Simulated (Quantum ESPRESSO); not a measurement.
## Different elements on one site among Au Hf

These are calculations, not measurements. They come from Quantum ESPRESSO 7.5, a public plane-wave density functional program. Each row is one single-point run on a made-up periodic cell of eight metal atoms, with elements, volume, strain and displacements drawn at random and not relaxed, so a cell may be unstable or far from any real phase. There is no spin polarisation or spin-orbit coupling.

Settings: PBE unless stated; PseudoDojo standard norm-conserving files; Fermi-Dirac width 0.25 eV, which means electrons at about 2900 K; cutoff 1143 eV; 5 x 5 x 4 k mesh shifted half a step off Gamma. E is the free energy of the whole cell (internal energy minus TS), so a -TS column is already part of it. Stress is positive in tension, and the pressure P is minus a third of its trace.

Checks: one run of this series was repeated at a higher cutoff and on a denser mesh, which moved values by no more than 0.003 eV, 0.02 GPa and 0.003 eV/Å, and a second program with other atomic files agreed on it to 2 % rms in force and 0.5 GPa in pressure. Known limits: the tin pseudopotential is less sure than most, with forces differing by about three percent from a second method on plain tin; heavy elements are run without spin-orbit coupling, which real alloys of them have; a spin test at this wide smearing found no moment, but such smearing suppresses magnetism that the real alloy may have.

The lattice is hexagonal close-packed, and the cell vectors in Å are (4.872, -2.724, -0.078); (-3.221, -0.095, -4.994); (3.310, 5.554, 0.048), a volume of 181.07 Å³. The elements on sites 1 to 8 are Hf Hf Hf Hf Au Hf Hf X. The runs change X and keep the cell and the displaced positions. The column v is a rough volume for each atom of the pure element, close to PBE values, from general knowledge and not from these runs. Energies are left out, as each element's file has its own zero.

| run | X | v (Å³) | -TS (eV) | force on X (eV/Å) | rms force (eV/Å) | P (GPa) |
|---|---|---|---|---|---|---|
| 1 | Mo | 15.8 | -2.095 | 0.309 | 0.304 | -8.09 |
| 2 | Al | 16.5 | ? | ? | ? | ? |
| 3 | Sn | 27.9 | -1.657 | 0.328 | 0.353 | -4.43 |
| 4 | Au | 18.0 | -1.833 | 0.257 | 0.359 | -7.54 |
| 5 | Zn | 15.2 | -1.752 | 0.179 | 0.317 | -7.57 |

## Worked fit

A straight line through the runs shown gives P = -12.2 + 0.277 v GPa with v in Å³, an error of 0.041 on the slope and a scatter of 0.42 GPa. At this fixed volume the pressure tends to rise with the size of X.

## Withheld run

Question: what pressure should run 2, with Al, give?

The fit gives -7.63 ± 0.48 GPa. The calculation gave -7.24 GPa.
